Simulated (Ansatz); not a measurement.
An Ansatz (a first-principles code) run. Input:

Ansatz 0.2 input:
```yaml
crystal:
  lattice:
    - [0.0, 2.5734358126, 2.5734358126]
    - [2.5734358126, 0.0, 2.5734358126]
    - [2.5734358126, 2.5734358126, 0.0]
  atoms:
    - { symbol: Sc, position: [0.5, 0.5, 0.5] }
    - { symbol: S, position: [0.0, 0.0, 0.0] }
kpoints:
  mp_grid: { grid: [14, 14, 14] }
basis: { xc_grid: 2, fft_grid_basis: typed }
hamiltonian:
  xc: pbesol
  pseudopotentials: { kind: paw }
scf:
  occupations: { method: gaussian, width: 0.05 }
checkpoint: { read: metal.run }
output: { write_density: true, elf: true, volumetric_format: npy }
```

Output (shortened):

```
Pseudopotential: Sc, paw, valence charge 11
Pseudopotential: S, paw, valence charge 6
Functional definition: PBEsol
Crystal: 2 atoms, lattice volume = 34.086 Å³
Basis set: ecut = 420 eV, 645 PW (Γ), exchange–correlation on 50×50×50 points (8 copies of the dense FFT grid, shifted against one another)
Bands: 17, of which v1, the nominal top of the filled ones, is band 9 counted from 1 (8 counted from 0)
Symmetry: 48 space group operations
Space group: Fm-3m (ITA 225), of the structure as read, at distance tolerance 3.2e-5 Å
k-points: 104 of 2744
Stability of the state it starts from, as read at its close in the unpolarized treatment …
iter 1 solved again at ethr=2.51e-6 eV; its pass at ethr=3.10e-3 eV (dr2=4.27e-4 eV) is discarded
SCF iter   1: F=—  HF=-3000.277436 eV  |F-HF|=—  |Δ(HF+E_count)|=         —  Δρ=8.86e-7  dr2=8.98e-11  ethr=2.51e-6  ⟨swp⟩=2.2  Hψ=12387  notcnv=0
preconditioner: auto → none
SCF iter   2: F=—  HF=-3000.277437 eV  |F-HF|=—  |Δ(HF+E_count)|=   7.78e-7  Δρ=5.92e-7  dr2=3.37e-11  ethr=1.00e-12  ⟨swp⟩=5.6  Hψ=7195  notcnv=0
SCF iter   3: F=-3000.277437 eV  HF=-3000.277437 eV  |F-HF|=6.37e-12  |Δ(HF+E_count)|=  4.55e-12  Δρ=3.87e-7  dr2=1.32e-11  ethr=1.00e-12  ⟨swp⟩=1.0  Hψ=3953  notcnv=0
SCF 1 converged in 3 iterations: F = -3000.277437 eV  dr2 = 1.32e-11
SCF converged after 3 iterations
Free energy (F): -3000.277437 eV
Harris-Foulkes:  -3000.277437 eV  (|F-HF|=6.37e-12)
Internal energy: -3000.274878 eV  (E = F + TS)
E sigma→0 (E₀):  -3000.276157 eV
Entropy (-TS):   -0.002559 eV (-1.280 meV/atom)
Fermi energy:    12.526594 eV
--- Per-component energies (eV) ---
  E_band       = -121.744602
  E_kinetic    = 373.745869
  E_local      = -851.810310  (includes V_loc(G=0)·N_el)
  E_nonlocal   = 111.939144
  E_hartree    = 292.953986
  E_xc         = -202.636901
  E_vxc        = -220.188318  (∫ρ·V_xc dr)
  E_paw        = -1516.495185  (= ΣΔE_a)
  E_vpaw       = -121.338923  (= ΣTr[D̂ρ^β])
  E_aug_tail   = 0.000013  (compensation charges beyond the density's cutoff)
  E_ewald      = -1208.162469
  E_core_change = 0.190974  (= ΣΔE_core)
  E_smearing   = -0.002559  (= −TS)
  E_closure    =  0.000000  (closes the sum)
  Σ components = -3000.277437   (vs F -3000.277437, Δ=0.00e0)
  [band-id]    e_kinetic+e_local+e_nonlocal+2·e_hartree+e_vxc+e_vpaw+e_augmentation_tail = -121.744552   (vs E_band -121.744602, Δ=4.94e-5)
--- Band table (eV; the first three rows and the last of 104) ---
  k-point 0: bands = ["-37.4994", "-16.2052", "-16.2052", "-16.2052", "-3.0934", "9.5815", "9.5815", "9.5815", "12.1706", "12.1706", "12.1706", "12.6967", "12.6967", "15.2045", "21.0870", "22.9278", "22.9278"]
  k-point 1: bands = ["-37.4985", "-16.2162", "-16.2062", "-16.2062", "-3.0332", "9.1909", "9.3826", "9.3826", "12.2718", "12.2718", "12.2957", "12.9517", "12.9517", "15.4965", "21.0498", "22.8286", "22.8286"]
  k-point 2: bands = ["-37.4958", "-16.2468", "-16.2088", "-16.2088", "-2.8592", "8.3227", "8.9449", "8.9449", "12.5067", "12.5129", "12.5129", "13.6093", "13.6093", "16.2160", "20.7670", "22.4653", "22.4653"]
  k-point 103: bands = ["-37.4742", "-16.3348", "-16.3121", "-16.2811", "-1.7091", "6.5377", "6.9152", "7.1227", "12.7993", "13.8038", "14.4504", "14.9117", "14.9872", "19.1105", "20.2350", "20.2672", "21.3680"]
```

Cost: very roughly 2.6 core-seconds on shared cores.

The workflow started from an entry of the Crystallography Open Database (COD). Whether it is the stable phase at ambient conditions was not checked. The cell was relaxed with PBEsol under the symmetry of its start; its stability against distortions is not shown here. No spin polarisation was allowed. With an odd number of electrons in the cell and no spin polarisation, the count alone makes it a metal.

Potentials: the later of the program's two PAW sets.

Ansatz is a plane-wave DFT program.
